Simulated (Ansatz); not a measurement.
Sn:
```
Sn
1.0
    0.00000     3.23687     3.23687
    3.23687     0.00000     3.23687
    3.23687     3.23687     0.00000
Sn
2
Direct
  0.50000   0.50000   0.50000
  0.75000   0.75000   0.75000
```

Relaxed with LDA.

Task: List the phonon frequencies at the special points (DFPT on a 4×4×4 q-mesh, Fourier-interpolated; LDA (plane waves, PAW; program Ansatz)).

Result: In cm⁻¹.

```csv
q,frequencies
Γ,0 0 0 186 186 186
X,37 37 151 151 180 180
U,43 54 134 141 180 184
K,43 54 134 141 180 184
L,32 32 131 158 186 186
W,56 56 133 133 181 181
```

Space group Fd-3m (diamond). This is a known low-temperature phase of the composition, computed here at zero pressure and temperature. The cell was relaxed with LDA under the symmetry of its start; phonons on a q-mesh show no instability. As this level gives no gap, phonon frequencies hold no LO–TO term and depend on the k-mesh and smearing (Fermi–Dirac, 0.1 eV here). Spin–orbit coupling is left out wherever it is not named.

Potentials: the earlier of the program's two PAW sets.
